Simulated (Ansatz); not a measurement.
## Si: Li interstitial

All numbers below come from DFT PBE, scalar-relativistic, plane waves, PAW in Ansatz 0.2.0. Run with 420 eV cutoff, 2×2×2 k-mesh, shifted by half a step, Gaussian smearing of 0.01 eV, collinear spin in charge 0 alone.

Host crystal, relaxed:

```yaml
crystal:
  lattice:
    - [0.00000, 2.73505, 2.73505]
    - [2.73505, 0.00000, 2.73505]
    - [2.73505, 2.73505, 0.00000]
  atoms:
    - { symbol: Si, position: [0.75000, 0.75000, 0.75000] }
    - { symbol: Si, position: [0.50000, 0.50000, 0.50000] }
```

Supercell of 32 atoms, rows in host cell vectors: -1 -1 3; 3 -1 -1; -1 3 -1. Atoms relax at the host's cell from a start displaced at random by 0.06 Å near the defect, so other minima may exist. The cell is small, so energies carry finite-size errors of tenths of an eV. The host's Kohn–Sham gap is 0.61 eV.

Defect: Li interstitial at (0.000, 0.000, 0.000) of the host cell, charge 0.

**Question.** Give the relaxed supercell.

**Answer.**
```xyz
33
Lattice="5.4701 5.4701 -5.4701 -5.4701 5.4701 5.4701 5.4701 -5.4701 5.4701" Properties=species:S:1:pos:R:3 pbc="T T T"
Si    4.1014    1.3538    6.8302
Si   -1.3619    4.0989    4.1027
Si   -1.3690    1.3572    6.8258
Si    1.3574    4.1004    6.8304
Si    4.0541    4.0475    4.0500
Si    1.4123    1.4079    9.5204
Si    1.4122   -1.4207    1.4108
Si    4.1055    1.3577    1.3595
Si    6.8273    1.3578   -1.3690
Si    4.1041   -1.3667    4.1020
Si   -1.4207    1.4097    1.4104
Si    1.3606    4.1036    1.3597
Si    4.1053    4.1006   -1.3648
Si    1.3616    1.3582    4.1059
Si    1.3610   -1.3712    6.8263
Si    1.3605    6.8239   -1.3677
Si    2.7318   -0.0072    5.4657
Si   -2.7737    2.7640    2.7677
Si    2.7317    5.4627   -0.0050
Si   -0.0020    2.7278    5.4670
Si    2.6968    2.6944    2.6960
Si   -0.0034   -0.0057    8.1888
Si   -0.0026    8.1867   -0.0026
Si    2.7434   -0.0071   -0.0052
Si   -0.0036    5.4639    2.7302
Si    2.7667   -2.7757    2.7662
Si    8.1907   -0.0067   -0.0054
Si   -0.0022    2.7395   -0.0039
Si    2.7672    2.7652   -2.7728
Si   -0.0029   -0.0036    2.7412
Si    5.4674    2.7279   -0.0036
Si    5.4661   -0.0053    2.7301
Li   -0.0062   -0.0066   -0.0026
```
Around the defect: 4 Si at 2.45 Å, 2 Si at 2.74 Å, 4 Si at 2.75 Å. The run ended with a moment of 0.50 μB, which may not be the ground spin state.

Cost: 3 runs of about 9.3 core-minutes in all, on Intel Xeon Platinum 8259CL (Skylake/Cascade Lake) (shared hosts).